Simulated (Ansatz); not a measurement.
The relaxed structure here is a generated cell of TiC: the first start was made by placing the elements on the sites of a structure type, and the end was not matched to a known phase here, so it may be hypothetical. Known forms of TiC include space group No. 225.

The end point of a relaxation of TiC. Computed with PBE (plane waves to 420 eV, PAW, scalar-relativistic; Ansatz, a program for electronic structure).

```cif
data_C2Ti2
_chemical_formula_sum 'Ti2 C2'
_space_group_name_H-M_alt 'P 1'
_space_group_IT_number 1
_cell_length_a 5.71789
_cell_length_b 5.71789
_cell_length_c 5.71789
_cell_angle_alpha 151.414
_cell_angle_beta 151.414
_cell_angle_gamma 40.870
loop_
_space_group_symop_operation_xyz
  'x, y, z'
loop_
_atom_site_label
_atom_site_type_symbol
_atom_site_fract_x
_atom_site_fract_y
_atom_site_fract_z
_atom_site_occupancy
Ti1 Ti 0.25639 0.25639 0.00000 1
Ti2 Ti 0.00639 0.50639 0.50000 1
C1 C 0.65961 0.65961 0.00000 1
C2 C 0.40961 0.90961 0.50000 1
```

Task: Determine the symmetry and give the standard cell with its independent sites.

Result: Space group I4₁md (No. 109); a = 2.823 Å, b = 2.823 Å, c = 10.716 Å, α = 90.00°, β = 90.00°, γ = 90.00°

```csv
atom,site,symmetry,x,y,z
Ti,4a,2mm.,0.0000,0.0000,0.0064
C,4a,2mm.,0.0000,0.0000,0.4096
```

Task: Give the shortest distances between elements (the closest pairs, up to four, under 3.6 Å).

Result: C–Ti 2.17 Å; Ti–Ti 2.82 Å; C–C 2.82 Å.

```yaml
volume_per_atom: 10.68 Å³
band_gap: no gap on the sampled points, where the bands overlap only slightly; such a result is sensitive to mesh and level
```

No spin polarisation in the result.

The run could not lower the symmetry of its start; a shaken copy of this end point relaxes with PBE to Fm-3m (No. 225), 0.71 eV/atom lower.
